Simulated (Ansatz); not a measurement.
The elements of this relaxed trial crystal are hidden behind letters.

```
lattice vectors (Å)
   2.7646    0.0000    0.0000
  -1.3823    2.3942    0.0000
   0.0000    0.0000   22.0135
fractional positions
X 0.3333 0.6667 0.6487
X 0.3333 0.6667 0.8513
X 0.6667 0.3333 0.1487
X 0.6667 0.3333 0.3513
Z 0.3333 0.6667 0.0496
Z 0.3333 0.6667 0.2500
Z 0.3333 0.6667 0.4504
Z 0.6667 0.3333 0.7500
Z 0.6667 0.3333 0.9504
Z 0.6667 0.3333 0.5496
```

The calculation used Ansatz, DFT PBE, scalar-relativistic, plane waves, PAW. Settings of the last relaxation (10-atom cell): 420 eV, 18×18×2 k points, Gaussian smearing of 0.10 eV, no spin polarisation.

* Space group: P6_3/mmc (No. 194)
* Conventional cell: a = 2.765 Å, c = 22.014 Å
* Volume per atom: 14.57 Å³
* Density: 11.28 g/cm³
* Energy over the elements: +0.05 eV/atom
* Gap on the 18×18×2 mesh of the 10-atom cell: 0 eV (a metal)

Energies are uncorrected and count from the elements' standard states at the same level.

Question: X is a d-block element of period 5 and Z is a d-block element of period 5. Which elements are they?

Answer: X = Mo, Z = Ru, so the formula is Mo2Ru3. Density times volume gives a mean mass of 11.28 × 14.57/1.6605 = 99.0 u per atom, and this set has 99.0 u. Around Mo lie 6 Ru at 2.70–2.74 Å and 6 Mo at 2.76 Å; Ru on a site of symmetry 3m is surrounded by 3 Mo at 2.70 Å and 9 Ru at 2.70–2.76 Å; around Ru on a site of symmetry -6m2 lie 6 Mo at 2.74 Å and 6 Ru at 2.76 Å. Other sets within the hints have nearly the same mass, so mass alone doesn't settle it; this one was computed.

Symmetry constrained the relaxation, so the result can be a saddle point.
